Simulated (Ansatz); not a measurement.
Q: Name crystals whose computed values (plane-wave PAW LDA (Ansatz code)) fall in these windows: gap (eV) 0.39 to 0.54; highest Γ mode, no LO–TO term (cm⁻¹) 260 to 350.

A: 

```
crystal                                                gap (eV)  highest Γ mode, no LO–TO term (cm⁻¹)
-----------------------------------------------------  --------  ------------------------------------
AlInSb2, R3m (Al on 3a, In on 3a, Sb on 3a, Sb on 3a)      0.46                                   312
GaAs, wurtzite                                             0.50                                   270
```
Others may fit too.

Not the usual ambient phase: GaAs, wurtzite. Standing as an ambient phase not checked: AlInSb2, R3m (Al on 3a, In on 3a, Sb on 3a, Sb on 3a). Perhaps ordered models of mixed-site phases: AlInSb2, R3m (Al on 3a, In on 3a, Sb on 3a, Sb on 3a). All cells were relaxed under the symmetry of their starts (and spin orders); stability against distortions was not tested throughout. Spin–orbit coupling is left out wherever it is not named.

Potentials: the later of the program's two PAW sets.
